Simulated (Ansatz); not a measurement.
**Pressure against volume in InGa₃P₄**

It was reached by relaxing an invented guess, and it needn't be the stable form of this composition.

Computed with DFT PBE, scalar-relativistic, plane waves, PAW in Ansatz 0.2.0. Cutoff 420 eV, Γ-centred 8×8×4 mesh (8-atom cell), Gaussian smearing of 0.02 eV, no spin polarisation.

```xyz
8
Lattice="3.9654 0.0000 0.0000 0.0000 3.9654 0.0000 0.0000 0.0000 11.2880" Properties=species:S:1:pos:R:3 pbc="T T T"
In    1.9827    1.9827    0.0000
Ga    0.0000    0.0000    8.3559
Ga    0.0000    0.0000    2.9322
Ga    1.9827    1.9827    5.6440
P     1.9827    0.0000    9.6980
P     0.0000    1.9827    1.5900
P     1.9827    0.0000    4.2889
P     0.0000    1.9827    6.9991
```

The cell was set to several volumes, with shape and atoms relaxed at each where symmetry leaves them free. Pressure is positive in compression, and energies count from the lowest row.

```tsv
row	V (Å³/atom)	P (GPa)	ΔE (meV/atom)	gap on mesh (eV)
1	19.524	12.20	90.1	1.36
2	20.190	?	?	?
3	20.856	5.09	19.9	1.47
4	21.521	2.33	4.7	1.32
5	22.187	-0.01	0.0	1.11
6	22.852	-1.98	4.2	0.91
7	23.518	-3.65	16.0	0.71
8	24.405	-5.46	41.5	0.46
```

Task: Find B = −V·ΔP/ΔV from rows 4 and 6 and from rows 1 and 3, and from the two its slope B′ and its value B0 at zero pressure.

Result: Rows 4 and 6 give −(21.521 + 22.852)/2 × (-1.98 − (2.33))/(22.852 − 21.521) = 71.8 GPa at a mean pressure of 0.18 GPa. Rows 1 and 3 give −(19.524 + 20.856)/2 × (5.09 − (12.20))/(20.856 − 19.524) = 107.8 GPa at a mean pressure of 8.64 GPa. So B′ = (107.8 − 71.8)/(8.64 − (0.18)) = 4.26 and B0 = 71.8 − 4.26 × (0.18) = 71.0 GPa. A third-order Birch–Murnaghan fit to all the energies gives B0 = 71.4 GPa and B′ = 4.6.

Task: Estimate the pressure and energy of row 2.

Result: From row 5, V0 = 22.187 × (1 + (-0.01)/71.0) = 22.184 Å³/atom. Murnaghan's form P = (B0/B′)·[(V0/V)^B′ − 1] gives (71.0/4.26) × [(22.184/20.190)^4.26 − 1] = 8.23 GPa; the computed pressure is 8.35 GPa, so the estimate is off by -0.12 GPa. The work of compression from row 3, with the mean of the two pressures, gives ΔE = 19.9 + (8.23 + 5.09)/2 × (20.856 − 20.190)/160.2 × 1000 = 47.6 meV/atom (1 eV/Å³ = 160.2 GPa); the computed value is 47.6 meV/atom.

Task: Fit the gap against pressure through the other rows and estimate it at the computed pressure of row 2.

Result: Over the 7 rows the mean pressure is 1.2171 GPa and the mean gap is 1.049 eV. The sums of products of deviations are S_xx = 216.9 and S_xy = 11.3, so the slope is 11.3/216.9 = 0.0521 (r = 0.84, rms misfit 0.19 eV). At 8.35 GPa the line gives 1.049 + (0.0521) × (8.35 − 1.2171) = 1.42 eV. The computed value is 1.43 eV, so the line is off by -0.01 eV, no more than the largest miss among the fitted rows (0.26 eV). The rows follow a line poorly: the gap bends, or the lowest transition changes along the series.

Kohn–Sham gaps at this level usually fall short of measured ones. All volumes keep the k mesh of the relaxed cell. A later test with randomly moved atoms came back to the same energy, though modes that don't fit the test's cell weren't probed.
